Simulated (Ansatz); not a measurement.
Relaxed-ion elastic tensor of Al2Au (fluorite or antifluorite type, Fm-3m) in GPa (Voigt order), LDA (plane waves, PAW; program Ansatz); density 7.89 g/cm³, 17.61 Å³ per atom.

```
 162   101   101   0.0   0.0   0.0
 101   162   101   0.0   0.0   0.0
 101   101   162   0.0   0.0   0.0
 0.0   0.0   0.0  54.4   0.0   0.0
 0.0   0.0   0.0   0.0  54.4   0.0
 0.0   0.0   0.0   0.0   0.0  54.4
```

Question: Is the crystal mechanically stable?

Answer: Yes: the smallest eigenvalue of C is 54.4 GPa.

Question: Work out the Voigt, Reuss and Hill averages.

Answer: K_V = 122, K_R = 122, K_H = 122; G_V = 44.7, G_R = 41.1, G_H = 42.9 GPa.

Question: Give Young's modulus, Poisson's ratio, Pugh's ratio and the universal anisotropy index.

Answer: E = 9KG/(3K + G) = 115 GPa; ν = 0.34; K/G = 2.83 (ductile by the Pugh limit of 1.75); A_U = 5G_V/G_R + K_V/K_R − 6 = 0.43.

Question: Estimate the sound speeds and the Debye temperature.

Answer: v_l = √((K + 4G/3)/ρ) = 4760 m/s, v_t = √(G/ρ) = 2330 m/s, mean 2620 m/s; Θ = (h/k)(3n/4πV)^(1/3) v_m = 300 K.

Question: Give the Zener ratio and Young's modulus along [100], [110] and [111].

Answer: A = 2C44/(C11 − C12) = 1.81; 1/E = S11 − 2(S11 − S12 − S44/2)Γ with Γ = 0, 1/4, 1/3 gives 83.5, 121, 142 GPa.

The cell was relaxed with LDA under the symmetry of its start; of distortions, only those at the zone centre were tested. As this level gives no gap, shear constants depend on the k-mesh and smearing (Fermi–Dirac, 0.1 eV here). Spin–orbit coupling is left out wherever it is not named.

Potentials: the later of the program's two PAW sets.
